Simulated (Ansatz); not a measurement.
Input, command and steps of an Ansatz relaxation.

```yaml
crystal:
  lattice:
    - [6.3120115522, 0.0, 0.0]
    - [-3.1560057761, 5.4663623532, 0.0]
    - [0.0, 0.0, 5.07970298]
  atoms:
    - { symbol: Sc, position: [0.82880302, 0.17119698, 0.75], spin: 0.41 }
    - { symbol: Sc, position: [0.34239396, 0.17119698, 0.75], spin: 0.41 }
    - { symbol: Sc, position: [0.82880302, 0.65760604, 0.75], spin: 0.41 }
    - { symbol: Sc, position: [0.17119698, 0.82880302, 0.25], spin: 0.41 }
    - { symbol: Sc, position: [0.65760604, 0.82880302, 0.25], spin: 0.41 }
    - { symbol: Sc, position: [0.17119698, 0.34239396, 0.25], spin: 0.41 }
    - { symbol: Al, position: [0.66666667, 0.33333333, 0.25] }
    - { symbol: Al, position: [0.33333333, 0.66666667, 0.75] }
basis:
  ecutwfc: 500
kpoints:
  mp_grid: { grid: [6, 6, 8] }
hamiltonian:
  xc: r2scan
scf:
  occupations: { method: gaussian, width: 0.1 }
output:
  forces: true
  stress: true
  eigenvalues: true
  populations: true
magnetization:
  spin_polarized: true
relax:
  adjacent_minimum: "off"
  f_tol: 0.01
  max_steps: 40
```

```bash
ansatz run input.yaml --threads 2 --pin off --max-ram 5120MiB --backend cpu --events-out ev --progress --plain --runs-dir out
```

Level of theory: DFT r2SCAN, scalar-relativistic, plane waves, PAW in Ansatz 0.2.0.

Of 5 frames 5 are shown, positions in Å and forces in eV/Å; the SCF threshold varies from step to step. The mark taken_back stands on steps that the optimiser undid.

```xyz
8
Lattice="6.3120 0.0000 0.0000 -3.1560 5.4664 0.0000 0.0000 0.0000 5.0797" Properties=species:S:1:pos:R:3:forces:R:3 pbc="T T T" step=1 free_energy_over_end_meV_per_atom=0.01
Sc    4.6911    0.9358    3.8098   -0.0124    0.0072    0.0000
Sc    1.6209    0.9358    3.8098    0.0124    0.0072    0.0000
Sc    3.1560    3.5947    3.8098    0.0000   -0.0144    0.0000
Sc   -1.5351    4.5305    1.2699    0.0124   -0.0072    0.0000
Sc    1.5351    4.5305    1.2699   -0.0124   -0.0072    0.0000
Sc    0.0000    1.8716    1.2699    0.0000    0.0144    0.0000
Al    3.1560    1.8221    1.2699    0.0000    0.0000    0.0000
Al    0.0000    3.6442    3.8098    0.0000    0.0000    0.0000
8
Lattice="6.3120 0.0000 0.0000 -3.1560 5.4664 0.0000 0.0000 0.0000 5.0797" Properties=species:S:1:pos:R:3:forces:R:3 pbc="T T T" step=2 free_energy_over_end_meV_per_atom=0.01 taken_back
Sc    4.6886    0.9373    3.8098    0.0159   -0.0092    0.0000
Sc    1.6234    0.9373    3.8098   -0.0159   -0.0092    0.0000
Sc    3.1560    3.5918    3.8098    0.0000    0.0184    0.0000
Sc   -1.5326    4.5291    1.2699   -0.0159    0.0092    0.0000
Sc    1.5326    4.5291    1.2699    0.0159    0.0092    0.0000
Sc    0.0000    1.8745    1.2699    0.0000   -0.0184    0.0000
Al    3.1560    1.8221    1.2699    0.0000    0.0000    0.0000
Al    0.0000    3.6442    3.8098    0.0000    0.0000    0.0000
8
Lattice="6.3120 0.0000 0.0000 -3.1560 5.4664 0.0000 0.0000 0.0000 5.0797" Properties=species:S:1:pos:R:3:forces:R:3 pbc="T T T" step=3 free_energy_over_end_meV_per_atom=0.01
Sc    4.6911    0.9358    3.8098   -0.0124    0.0072    0.0000
Sc    1.6209    0.9358    3.8098    0.0124    0.0072    0.0000
Sc    3.1560    3.5947    3.8098    0.0000   -0.0143    0.0000
Sc   -1.5351    4.5305    1.2699    0.0124   -0.0072    0.0000
Sc    1.5351    4.5305    1.2699   -0.0124   -0.0072    0.0000
Sc    0.0000    1.8716    1.2699    0.0000    0.0143    0.0000
Al    3.1560    1.8221    1.2699    0.0000    0.0000    0.0000
Al    0.0000    3.6442    3.8098    0.0000    0.0000    0.0000
8
Lattice="6.3120 0.0000 0.0000 -3.1560 5.4664 0.0000 0.0000 0.0000 5.0797" Properties=species:S:1:pos:R:3:forces:R:3 pbc="T T T" step=4 free_energy_over_end_meV_per_atom=0.01 taken_back
Sc    4.6886    0.9373    3.8098    0.0159   -0.0092    0.0000
Sc    1.6234    0.9373    3.8098   -0.0159   -0.0092    0.0000
Sc    3.1560    3.5918    3.8098    0.0000    0.0183    0.0000
Sc   -1.5326    4.5291    1.2699   -0.0159    0.0092    0.0000
Sc    1.5326    4.5291    1.2699    0.0159    0.0092    0.0000
Sc    0.0000    1.8745    1.2699    0.0000   -0.0183    0.0000
Al    3.1560    1.8221    1.2699    0.0000    0.0000    0.0000
Al    0.0000    3.6442    3.8098    0.0000    0.0000    0.0000
8
Lattice="6.3120 0.0000 0.0000 -3.1560 5.4664 0.0000 0.0000 0.0000 5.0797" Properties=species:S:1:pos:R:3:forces:R:3 pbc="T T T" step=5 free_energy_over_end_meV_per_atom=0.00
Sc    4.6900    0.9365    3.8098    0.0000    0.0000    0.0000
Sc    1.6220    0.9365    3.8098    0.0000    0.0000    0.0000
Sc    3.1560    3.5934    3.8098    0.0000    0.0001    0.0000
Sc   -1.5340    4.5299    1.2699    0.0000    0.0000    0.0000
Sc    1.5340    4.5299    1.2699    0.0000    0.0000    0.0000
Sc    0.0000    1.8729    1.2699    0.0000   -0.0001    0.0000
Al    3.1560    1.8221    1.2699    0.0000    0.0000    0.0000
Al    0.0000    3.6442    3.8098    0.0000    0.0000    0.0000
```

Time: 3.7 min on 2 threads of Intel(R) Xeon(R) Platinum 8259CL CPU @ 2.50GHz (Skylake/Cascade Lake) (shared host), peak memory 1.5 GiB.

The state reached may not be the lowest one.